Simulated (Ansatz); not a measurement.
A trial cell of PbSe was relaxed with PBEsol (plane waves to 420 eV, PAW, scalar-relativistic; Ansatz, an electronic-structure program).

Before: P4₂/mnm (No. 136), tP8; a = b = 8.035 Å, c = 4.635 Å, α = β = γ = 90.00°.

After relaxation:

Simulated powder pattern, Mo Kα, λ = 0.71073 Å (kinematic, ideal powder, no thermal factors, no anomalous dispersion; the 24 strongest lines at most, above 1 %, up to 2θ = 45°):

| 2θ (°) | I/Imax (%) |
|---|---|
| 11.58 | 35 |
| 13.38 | 100 |
| 18.96 | 82 |
| 22.27 | 22 |
| 23.28 | 32 |
| 26.94 | 16 |
| 29.41 | 10.0 |
| 30.19 | 44 |
| 33.15 | 33 |
| 35.23 | 7.8 |
| 38.47 | 10 |
| 40.31 | 7.7 |
| 40.90 | 21 |
| 43.22 | 14 |
| 44.90 | 2.8 |

**Question.** Identify the relaxed structure from its pattern: crystal system, space group and cell.

**Answer.** Cubic, Fm-3m (No. 225), cF8, rock salt type; a = b = c = 6.1020 Å, α = β = γ = 90.00°. Sites: Pb 4a (0.000, 0.000, 0.000); Se 4b (0.500, 0.500, 0.500).

**Question.** Index the strongest lines.

**Answer.** 11.58° (111), 13.38° (200), 18.96° (220), 30.19° (420), 33.15° (422).

No spin polarisation in the result.

The run could not lose the symmetry of its start.
